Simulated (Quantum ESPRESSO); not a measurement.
Si2HfZrO8, convergence and cost over cutoff and k mesh

Computed values, not a measurement. The program is pw.x of Quantum ESPRESSO 7.5 (plane-wave density functional theory). The cell is made up: 12 atoms on a rutile lattice, with randomly drawn elements, strain and displacements, not relaxed. PseudoDojo standard norm-conserving files (v0.5 for PBE, v0.4.1 for LDA and PBEsol) set the functional; there is no spin polarisation, spin-orbit coupling or dispersion term, and the masses in the input are unused placeholders.

The hafnium pseudopotential is less sure than the others, with forces about 3 percent (worst 6) and pressure in oxides about 1.5 GPa (worst 2.7) from a second method in checks, which no rerun with the same files tests.

Input of the run in row 4:

```
&control calculation='scf', pseudo_dir='./dojo.nc.sr.pbe.v0_5.standard.upf', outdir='./o', disk_io='low', tprnfor=.true., tstress=.true. /
&system ibrav=0, nat=12, ntyp=4, nbnd=46, ecutwfc=84.00895049, nosym=.true., tot_charge=0,
 occupations='smearing', smearing='fd', degauss=0.0018374661
/
&electrons conv_thr=7.350e-09, electron_maxstep=60, /
ATOMIC_SPECIES
Hf 1.0 Hf.upf
O 1.0 O.upf
Si 1.0 Si.upf
Zr 1.0 Zr.upf
CELL_PARAMETERS angstrom
4.671 0.063 -0.0183
0.063 4.729 0.0013
-0.0238 0.0017 6.0867
ATOMIC_POSITIONS angstrom
Si -0.052 0.033 0.0193
Hf 2.3381 2.4264 1.5134
Zr -0.0255 -0.0071 3.0429
Si 2.3752 2.4414 4.5263
O 1.4655 1.465 0.0005
O 3.3299 3.3512 -0.0373
O 3.7538 0.9696 1.5041
O 0.938 3.8245 1.5577
O 1.3972 1.4886 3.0315
O 3.2982 3.3384 2.9969
O 3.7968 0.9912 4.5722
O 0.9311 3.8193 4.5591
K_POINTS automatic
5 5 4 1 1 1
```

The same cell was run at these settings. Meshes are shifted by half a step, and differences are from the last row, which is itself not exact.

| cutoff (eV) | k mesh | k points solved | threshold (eV) | free energy less the last row's (eV) | pressure (GPa) | largest stress difference (GPa) | largest force difference (eV/Å) | iterations | wall time (s) | k-point pools | processor |
| --- | --- | --- | --- | --- | --- | --- | --- | --- | --- | --- | --- |
| 800 | 2 x 2 x 2 | 4 | 1e-04 | 1.146 | -11.87 | 9.96 | 0.026 | 9 | 28 | 4 | Intel Xeon, older |
| 1143 | 1 x 1 x 1 | 1 | 1e-07 | 1.067 | 0.61 | 8.57 | 1.022 | 13 | 44 | 4 | Intel Xeon, older |
| 770 | 5 x 5 x 4 | 50 | 1e-07 | 1.734 | -15.26 | 13.33 | 0.026 | 13 | 149 | 4 | Intel Xeon, older |
| 1143 | 5 x 5 x 4 | 50 | 1e-07 | 0.003 | -2.05 | 0.04 | 0.001 | 13 | 251 | 4 | Intel Xeon, older |
| 1467 | 7 x 7 x 6 | 147 | 1e-07 | 0.000 | -2.01 | 0.00 | 0.000 | 13 | 892 | 4 | Intel Xeon, older |

Each pool is one process. Wall times include start-up and a band step at six k points, which weighs most on the coarsest meshes. The runs were on shared virtual cores whose load varied, so times are rough.